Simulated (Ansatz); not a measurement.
Data:

HfRu:
```yaml
crystal:
  lattice:
    - [3.23021, 0.00000, 0.00000]
    - [0.00000, 3.23021, 0.00000]
    - [0.00000, 0.00000, 3.23021]
  atoms:
    - { symbol: Ru, position: [0.50000, 0.50000, 0.50000] }
    - { symbol: Hf, position: [0.00000, 0.00000, 0.00000] }
```

This is the r²SCAN-relaxed structure.

Problem. All from r²SCAN (plane waves, PAW; program Ansatz), unless another level is named. Predict the formation energy from the elements (no fitted shifts).

Solution. -83 kJ/mol of atoms.

Problem. And the density of states at the Fermi level?

Solution. 0.16 states/eV per atom (mean over ±0.08 eV).

Problem. What about the gap with spin–orbit coupling?

Solution. none (metallic).

Space group Pm-3m (CsCl type). The workflow started from an entry of the Crystallography Open Database (COD). Its standing as an ambient phase is unchecked. The cell was relaxed with r²SCAN under the symmetry of its start; whether a distortion lowers the energy is not shown. No spin polarisation was allowed. The references are the lowest solids computed at this level, not always the standard phases. Scalar-relativistic: spin–orbit coupling is off unless named, which matters more the heavier the elements.

Potentials: the later of the program's two PAW sets.
